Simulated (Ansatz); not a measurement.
A trial structure of VPtC₄N₄ was built thus: two interpenetrating cyanide-bridged diamond nets (P-43m, No. 215). The dimensions are guesses.

```
V Pt C N
1.0
     5.88262    0.00000    0.00000
     0.00000    5.88262    0.00000
     0.00000    0.00000    5.88262
V Pt C N
1 1 4 4
Direct
  0.00000 0.00000 0.00000
  0.50000 0.50000 0.50000
  0.18814 0.18814 0.18814
  0.18814 0.81186 0.81186
  0.81186 0.18814 0.81186
  0.81186 0.81186 0.18814
  0.30297 0.30297 0.30297
  0.30297 0.69703 0.69703
  0.69703 0.30297 0.69703
  0.69703 0.69703 0.30297
```

All numbers below come from DFT PBE, scalar-relativistic, plane waves, PAW (Ansatz 0.2.0). Cutoff 420 eV, Gaussian smearing, Γ-centred meshes. Cell and atoms relax first on a coarse mesh and then on a finer one. In between, the cell is made exact in the group found at 0.06 Å. In metals the finer mesh still leaves noise of several meV/atom or more. The steps can't lower the symmetry of their start. Collinear spin, starting moments V 2.0 μB.

A guess keeps its type if space group and coordination stay and the shape of the cell changes little (axis ratios within about 15 %, angles within 6°); the volume may change.

**Question.** Does this structure survive the relaxation?

**Answer.** It keeps its type. The symmetry stays P-43m (No. 215). The volume per atom grows by 6.4 %, from 20.4 to 21.7 Å³. The shortest distance goes from 1.17 Å (C–N) to 1.18 Å (C–N). Counting neighbours within 15 % of an atom's shortest distance, the start has C 1, N 1, Pt 4, V 4 and the end C 1, N 1, Pt 4, V 4.

Energies over the elements count from the elements' standard structures at the same level (N₂ as a molecule), with no fitted energy shifts.

**Question.** At what energy does it end?

**Answer.** +0.68 eV/atom. The separate elements lie lower, so it is unstable against them.

The last run used collinear spin, a 6×6×6 mesh for its 10-atom cell and Gaussian smearing of 0.10 eV. These runs have no spin–orbit coupling, which can matter for Pt. The reference form of C is held partly by dispersion forces, which this level lacks. The magnetic state reached may not be the lowest. Symmetry constrained the relaxation, so the result can be a saddle point.
